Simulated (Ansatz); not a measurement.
Mg$_{3}$Sb$_{2}$ (A-La2O3 type, space group P-3m1)

Space group P-3m1 (No. 164); a = b = 4.596 Å, c = 7.272 Å, α = β = 90.00°, γ = 120.00°

| atom | site | symmetry | x | y | z |
|---|---|---|---|---|---|
| Sb | 2d | 3m. | 0.3333 | 0.6667 | 0.2258 |
| Mg | 1a | -3m. | 0.0000 | 0.0000 | 0.0000 |
| Mg | 2d | 3m. | 0.6667 | 0.3333 | 0.3676 |

Two coordinates are scanned: the volume, and the ratio of the stretch along z (the conventional c axis) to the stretch across it. Atoms keep their fractional coordinates.

All values below come from PBE (plane waves to 420 eV, PAW, scalar-relativistic; Ansatz, an electronic-structure program). k mesh 12×12×7 (Γ-centred), Fermi-Dirac smearing 0.05 eV. Compression counts positive. As the atoms are clamped, bonds stretch with the cell, which overstates energies and stresses. Mg3Sb2 was relaxed with its symmetry unable to fall. Spin-orbit coupling is left out, though Sb is heavy.

Changes of σzz (GPa) from the point V/V₀ = 1.000, (c/a)/(c/a)₀ = 1.000 when one coordinate moves alone (two changes are said to add if the coupling is within 5 % of the smaller one, nearly so within 20 %):

```
point                               change
----------------------------------  ------
V/V₀ = 1.000, (c/a)/(c/a)₀ = 0.920   3.890
V/V₀ = 1.000, (c/a)/(c/a)₀ = 0.947   2.477
V/V₀ = 1.000, (c/a)/(c/a)₀ = 0.973   1.184
V/V₀ = 0.960, (c/a)/(c/a)₀ = 1.000   1.883
V/V₀ = 0.973, (c/a)/(c/a)₀ = 1.000   1.212
V/V₀ = 0.987, (c/a)/(c/a)₀ = 1.000   0.585
V/V₀ = 1.013, (c/a)/(c/a)₀ = 1.000  -0.545
V/V₀ = 1.027, (c/a)/(c/a)₀ = 1.000  -1.055
V/V₀ = 1.040, (c/a)/(c/a)₀ = 1.000  -1.529
V/V₀ = 1.000, (c/a)/(c/a)₀ = 1.027  -1.080
V/V₀ = 1.000, (c/a)/(c/a)₀ = 1.053  -2.060
V/V₀ = 1.000, (c/a)/(c/a)₀ = 1.080  -2.949
```

### Question
Do the two effects add at V/V₀ = 0.987, (c/a)/(c/a)₀ = 1.027? Give the computed change.

### Answer
The sum of the single changes is 0.585 + (-1.080) = -0.495; the calculation gives -0.538, so the coupling contributes -0.043 (under 20 % of the smaller single change, nearly additive).

### Question
What is the change at V/V₀ = 1.027, (c/a)/(c/a)₀ = 1.080, where both move, and how far is it from the sum?

### Answer
The sum of the single changes is -1.055 + (-2.949) = -4.004; the calculation gives -3.790, so the coupling contributes 0.214 (over 20 % of the smaller single change, not additive).

### Question
What is the change at V/V₀ = 0.987, (c/a)/(c/a)₀ = 0.947, where both move, and how far is it from the sum?

### Answer
The sum of the single changes is 0.585 + (2.477) = 3.062; the calculation gives 3.158, so the coupling contributes 0.096 (under 20 % of the smaller single change, nearly additive).

(A scan under strain: stresses follow from slopes of the energy per volume, elastic moduli from its curvatures.)
